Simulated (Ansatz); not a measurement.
Equation of state of ZrB2 from a dense series

```
CELL_PARAMETERS angstrom
3.16500 0.00000 0.00000
-1.58250 2.74097 0.00000
0.00000 0.00000 3.52000
ATOMIC_POSITIONS crystal
Zr 0.00000 0.00000 0.00000
B 0.33333 0.66667 0.50000
B 0.66667 0.33333 0.50000
```

Atom numbers follow the list: Zr1, B2, B3.

The geometry is COD entry 1510856, unchecked; take it as a test cell.

All numbers below come from Ansatz 0.2.0, DFT, LDA, all-electron LAPW, scalar-relativistic.

The runs use a Γ-centred 12×12×9 k mesh, Fermi–Dirac smearing of 0.05 eV, basis error target 1 meV/atom, no spin polarisation.

The cell is scaled evenly. Fractional coordinates are held (clamped ions).

```json
{"V (Å³/atom)": "9.772", "P (GPa)": "3.04"}
{"V (Å³/atom)": "9.975", "P (GPa)": "-2.38"}
{"V (Å³/atom)": "10.077", "P (GPa)": "-4.89"}
{"V (Å³/atom)": "10.179", "P (GPa)": "-7.28"}
{"V (Å³/atom)": "10.281", "P (GPa)": "-9.55"}
{"V (Å³/atom)": "10.382", "P (GPa)": "-11.71"}
{"V (Å³/atom)": "10.586", "P (GPa)": "-15.71"}
{"V (Å³/atom)": "10.790", "P (GPa)": "-19.33"}
```

Fit a third-order Birch–Murnaghan curve to the pressures.

P = (3B0/2)(y^(7/2) − y^(5/2))[1 + (3/4)(B0′ − 4)(y − 1)] with y = (V0/V)^(2/3) fits within 0.01 GPa for V0 = 9.883 Å³/atom, B0 = 261.8 GPa and B0′ = 3.93.

Predict the pressure at the withheld volume, 9.568 Å³/atom.

There y = 1.0218, so the fit gives 9.04 GPa; the run gave 9.03 GPa.
